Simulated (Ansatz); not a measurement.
CdTe:
```xyz
4
Lattice="4.6396 0.0000 0.0000 -2.3198 4.0180 0.0000 0.0000 0.0000 7.5950" Properties=species:S:1:pos:R:3 pbc="T T T"
Cd     0.0000     2.6787     0.0011
Cd     2.3198     1.3393     3.7986
Te     0.0000     2.6787     2.8470
Te     2.3198     1.3393     6.6445
```

Relaxed with HSE06.

Give the Bader charges and basin volumes of the independent atoms, HSE06 (plane waves, PAW; program Ansatz).



```tsv
atom	Bader charge (e)	Bader volume (Å³)
Cd1	+0.64	24.6
Te3	-0.64	45.5
```

Space group P6_3mc (wurtzite). The workflow started from a Materials Project entry (that database holds measured and hypothetical structures alike); the Crystallography Open Database copy checked does not list it. It is not the phase usual at ambient conditions (space group No. 216). The cell was relaxed with HSE06 under the symmetry of its start; whether a distortion lowers the energy is not shown. Scalar-relativistic: spin–orbit coupling is off unless named, which matters more the heavier the elements.

Potentials: the earlier of the program's two PAW sets.
